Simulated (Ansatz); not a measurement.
Starting cell, Hf (hcp, Mg type):

```yaml
crystal:
  lattice:
    - [6.39583, 0.00000, 0.00000]
    - [-1.59896, 2.76947, 0.00000]
    - [0.00000, 0.00000, 5.04735]
  atoms:
    - { symbol: Hf, position: [0.16667, 0.66667, 0.75000] }
    - { symbol: Hf, position: [0.66667, 0.66667, 0.75000] }
    - { symbol: Hf, position: [0.33333, 0.33333, 0.25000] }
    - { symbol: Hf, position: [0.83333, 0.33333, 0.25000] }
```

In each cell atom 3 (Hf, nearest neighbour Hf at 3.127 Å; its periodic images, 3.2 Å or more away, move with it) moves by s·(0.000, 0.000, 1.000) (along Cartesian z), the rest being held.

Level of theory: r2SCAN (plane waves to 500 eV, PAW, scalar-relativistic; Ansatz, a program for electronic structure). k mesh 13×13×8 (Γ-centred), Fermi-Dirac smearing 0.05 eV. E stands for the smeared free energy. Left out: 4 of 11 points, with atoms too close for the PAW data. With partly filled bands, energies and forces of such displacements shift with the k mesh and the smearing. Hf is run without spin polarisation. Hf was relaxed with its symmetry unable to fall. Spin-orbit coupling is left out, though Hf is heavy. ΔE is measured from the undisplaced structure.

Task: Estimate the ΔE (meV/cell) for s (Å) = -0.564, -0.376, -0.188, 0.188, 0.376, 0.564.

Result: 
| s (Å) | ΔE (meV/cell) |
|---|---|
| -0.564 | 1253 |
| -0.376 | 477 |
| -0.188 | 97 |
| 0.188 | 97 |
| 0.376 | 477 |
| 0.564 | 1253 |

(A displaced cell: forces are minus the slopes of the energy, force constants its curvatures, and phonons follow from these.)
